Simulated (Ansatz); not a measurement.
Total density of states per atom from r²SCAN (plane waves, PAW; program Ansatz), in 0.25 eV bins, energy from the Fermi level:

```
E (eV)  states/eV/atom
------  --------------
-7.85             0.12
-7.60             0.11
-7.35             0.09
-7.10             0.07
-6.85             0.06
-6.60             0.09
-6.35             0.40
-6.10             0.61
-5.85             0.65
-5.60             0.47
-5.35             0.41
-5.10             0.33
-4.85             0.61
-4.60             0.64
-4.35             0.57
-4.10             0.54
-3.85             0.57
-3.60             0.69
-3.35             0.85
-3.10             1.09
-2.85             0.81
-2.60             0.43
-2.35             0.78
-2.10             0.90
-1.85             0.61
-1.60             0.66
-1.35             0.26
-1.10             0.13
-0.85             0.15
-0.60             0.20
-0.35             0.16
-0.10             0.11
0.15              0.18
0.40              0.25
0.65              0.26
0.90              0.27
1.15              0.44
1.40              0.60
1.65              0.42
1.90              0.46
2.15              0.40
2.40              0.70
2.65              0.69
2.90              0.93
3.15              1.17
3.40              1.17
3.65              0.64
3.90              0.57
4.15              0.72
4.40              0.93
4.65              0.88
```

Q: Pick the material that matches.
A) HfSiSe, P4/nmm (Hf on 2c, Si on 2a, Se on 2c)
B) SiS2, rutile
C) La, simple cubic
D) CdSe, rock salt

A: A, HfSiSe, P4/nmm (Hf on 2c, Si on 2a, Se on 2c). Within 0.5 eV of the Fermi level: Hf 5d 59 %, Si 3p 19 %, Se 4p 13 %. Projections are on Löwdin-orthogonalised atomic valence shells; empty p or d shells of many metals are not among them.

The first step of the workflow began from a Materials Project structure, measured or hypothetical; the Crystallography Open Database files this formula in space group No. 129, but the cells were not matched. Whether it is the stable phase at ambient conditions was not checked. The cell was relaxed with r²SCAN under the symmetry of its start; its stability against distortions is not shown here. No spin polarisation was allowed. Scalar-relativistic: spin–orbit coupling is off unless named, which matters more the heavier the elements.

Potentials: the later of the program's two PAW sets.
